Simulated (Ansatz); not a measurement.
## Data sheet: Ni (DFT)

Ni:
```cif
data_Ni
_chemical_formula_sum 'Ni1'
_space_group_name_H-M_alt 'P 1'
_space_group_IT_number 1
_cell_length_a 2.30473
_cell_length_b 2.30473
_cell_length_c 2.30473
_cell_angle_alpha 90.000
_cell_angle_beta 90.000
_cell_angle_gamma 90.000
loop_
_space_group_symop_operation_xyz
  'x, y, z'
loop_
_atom_site_label
_atom_site_type_symbol
_atom_site_fract_x
_atom_site_fract_y
_atom_site_fract_z
_atom_site_occupancy
Ni1 Ni 0.00000 0.00000 0.00000 1
```
The run is spin-polarised; directions of the spins, atom by atom: ↑.

Space group Pm-3m (No. 221), simple cubic; conventional cell a = b = c = 2.305 Å, α = β = γ = 90.00°.

Method: plane-wave PAW r²SCAN (Ansatz code). The cell and atoms are relaxed at this level. Other levels are named where they apply.

**Cell and energy**

```yaml
volume_per_atom: 12.24 Å³
density: 7.96 g/cm³
```

**Electronic structure**

```yaml
electronic_character: metallic (no gap)
Density of states at the Fermi level: 1.8 states/eV per atom (mean over ±0.08 eV)
```

**Magnetism**

```yaml
magnetic_order: ferromagnetic
net_moment: 0.83 μB per atom
```

**Mechanics**

```yaml
Bulk modulus (Birch–Murnaghan fit): 154 GPa
Pressure derivative B′: 3.5
Elastic constants (relaxed ions, GPa): C11 = 335, C12 = 64.7, C44 = -35.0
mechanical_stability: unstable (C has a negative eigenvalue)
```

A made-up cell: these elements were put on the sites of a structure type; neither database checked (COD, Materials Project) lists it. It is not the phase usual at ambient conditions (space group No. 225). The cell was relaxed with r²SCAN under the symmetry of its start. Spin order of the final state: ferromagnetic, chosen from 3 collinear starts compared on coarse meshes (ties went to the first, and starts can fall back to one state), not a proven ground state. Other orbital occupations within this spin state were not tried. For itinerant 3d metals, meta-GGAs of the SCAN family and hybrids are commonly reported to give too large moments. As this level gives no gap, shear constants depend on the k-mesh and smearing (Fermi–Dirac, 0.1 eV here).

Potentials: the later of the program's two PAW sets.
